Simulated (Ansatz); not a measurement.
CdI₂ (CdI2 type)

```xyz
3
Lattice="4.2423 0.0000 0.0000 -2.1212 3.6740 0.0000 0.0000 0.0000 6.8243" Properties=species:S:1:pos:R:3 pbc="T T T"
Cd     0.0000     0.0000     0.0000
I      0.0000     2.4493     1.7299
I      2.1212     1.2247     5.0944
```

The volume is varied about the relaxed value V₀ at fixed cell shape. The atoms relax within the cell's symmetry.

Method: PBE-D3(BJ) (plane waves to 420 eV, PAW, scalar-relativistic; Ansatz, a first-principles code). k mesh 10×10×5 (Γ-centred), Fermi-Dirac smearing 0.05 eV. E stands for the smeared free energy. Stress and pressure are positive under compression. With the shape held, the modulus is that of even scaling; a crystal free to change shape is softer. CdI2 was relaxed with its symmetry unable to fall. Spin-orbit coupling is left out, though I is heavy. The zero of ΔE is the relaxed starting cell.

The scan covers V/V₀ from 0.840 to 1.160 in 9 points.

Question: What is ΔE at V/V₀ = 1.160?

Answer: 38.2 meV/atom.

Question: What is ΔE at V/V₀ = 0.840?

Answer: 81.5 meV/atom.

Question: What pressure does the cell carry at V/V₀ = 0.840?

Answer: 5.66 GPa.

(A scan under strain: stresses follow from slopes of the energy per volume, elastic moduli from its curvatures.)
